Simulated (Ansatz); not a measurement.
Cs2Pd3Se4:
```yaml
crystal:
  lattice:
    - [0.00000, 5.57972, 7.28120]
    - [3.27672, 0.00000, 7.28120]
    - [3.27672, 5.57972, 0.00000]
  atoms:
    - { symbol: Cs, position: [0.65449, 0.65449, 0.34551] }
    - { symbol: Cs, position: [0.34551, 0.34551, 0.65449] }
    - { symbol: Pd, position: [0.00000, 0.00000, 0.00000] }
    - { symbol: Pd, position: [0.50000, 0.50000, 0.00000] }
    - { symbol: Pd, position: [0.00000, 0.00000, 0.50000] }
    - { symbol: Se, position: [0.72135, 0.05688, 0.94312] }
    - { symbol: Se, position: [0.27865, 0.94312, 0.05688] }
    - { symbol: Se, position: [0.05688, 0.72135, 0.27865] }
    - { symbol: Se, position: [0.94312, 0.27865, 0.72135] }
```

Relaxed with r²SCAN. 

Q: HSE06 on this cell (Ansatz, a first-principles code, PAW) gives a gap of 1.83 eV. What does r²SCAN give?

A: 1.23 eV.

Cost on shared cores: the r²SCAN run (SCF on a 5×5×5 mesh, then bands and DOS) roughly 13 core-minutes, the HSE06 run (SCF on 3×3×3, then a few points) roughly 9 core-minutes; the tasks are unlike.

Space group Fmmm. The workflow started from a Materials Project entry (that database holds measured and hypothetical structures alike); the Crystallography Open Database copy checked does not list it. Whether it is the stable phase at ambient conditions was not checked. The cell was relaxed with r²SCAN under the symmetry of its start; whether a distortion lowers the energy is not shown. The run is not spin-polarised. Scalar-relativistic: spin–orbit coupling is off unless named, which matters more the heavier the elements.

Potentials: the later of the program's two PAW sets.

Ansatz is a plane-wave DFT program.
